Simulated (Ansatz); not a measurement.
Elastic constants of Y (P6_3/mmc) under pressure

```xyz
2
Lattice="3.5390 0.0000 0.0000 -1.7695 3.0649 0.0000 0.0000 0.0000 5.5306" Properties=species:S:1:pos:R:3 pbc="T T T"
Y     0.0000    2.0432    1.3826
Y     1.7695    1.0216    4.1479
```

This is the zero-pressure cell. At each pressure cell and atoms are relaxed in this structure, and the constants are slopes of the stress at strains of ±0.005 with relaxed ions (the coefficients that govern stability under load). Level: LDA, PAW on Ansatz 0.2.0's default frozen-core files (fitted under PBE), scalar-relativistic; k mesh 16×16×8, strains of ±0.005, Fermi-Dirac smearing of 0.100 eV, cutoff 420 eV. P is the pressure of the relaxed cell, less that of this one.

```csv
P (GPa),V/V₀,C11 (GPa),C12 (GPa),C13 (GPa),C33 (GPa),C44 (GPa)
0.00,1.0000,78.6,25.8,26.7,86.9,25.6
1.00,0.9785,81.8,28.0,29.4,91.3,25.8
1.99,?,?,?,?,?,?
4.00,0.9233,91.3,34.6,37.3,103.8,25.9
7.01,0.8780,100.9,41.2,45.2,115.5,25.3
10.01,0.8401,110.3,47.8,52.9,127.0,24.8
15.01,0.7884,124.3,59.1,65.4,146.1,23.8
```

**Question.** Does the bulk modulus from the constants agree with the pressure-volume curve?

**Answer.** A third-order Birch-Murnaghan fit to the volumes shown (F against f, f = [(V₀/V)^(2/3) − 1]/2) gives B₀ = 44.4 GPa and B′ = 3.1. Its −V dP/dV stands beside the Reuss value 1/ΣS_ij (i, j ≤ 3):

| P (GPa) | from P(V) | from the constants |
| --- | --- | --- |
| 0.00 | 44.4 | 44.6 |
| 1.00 | 47.5 | 47.5 |
| 4.00 | 56.1 | 55.8 |
| 7.01 | 64.2 | 64.1 |
| 10.01 | 71.9 | 72.2 |
| 15.01 | 83.6 | 85.2 |

**Question.** What are the pressure derivatives at zero pressure?

**Answer.** Slopes at V₀ of quadratic fits in −ln(V/V₀) through the first four rows shown, divided by B₀: dC11/dP = 3.2, dC12/dP = 2.2, dC13/dP = 2.7, dC33/dP = 4.5, dC44/dP = 0.3. The mean slopes up to 4.0 GPa are 3.2, 2.2, 2.7, 4.2, 0.1; curvature and scatter of the constants part the two.

**Question.** Fill the row at 1.99 GPa.

**Answer.** Cubic fits in −ln(V/V₀) through all rows shown give C11 = 84.9, C12 = 30.2, C13 = 32.0, C33 = 95.6, C44 = 25.9 GPa. Computed: V/V₀ = 0.9590, C11 (GPa) = 85.0, C12 (GPa) = 30.2, C13 (GPa) = 32.0, C33 (GPa) = 95.6, C44 (GPa) = 26.0.

**Question.** Does a shear stiffness soften?

**Answer.** C44 goes from 25.6 to 23.8 GPa, through a maximum of 26.0 near 2 GPa; (C11 − C12)/2 goes from 26.4 to 32.6 GPa. C44 softens under pressure, though the lattice stays mechanically stable over this range.

Known limits: no other phase was computed; many crystals of this kind change structure within this range, and rows or crossings beyond such a change describe a metastable lattice; frozen-core PAW files fitted under PBE, their cores solved anew for the functional of the run; responses of metals move with mesh and smearing; elastic stability says nothing of phonons or of other phases; phonons weren't checked at these pressures.
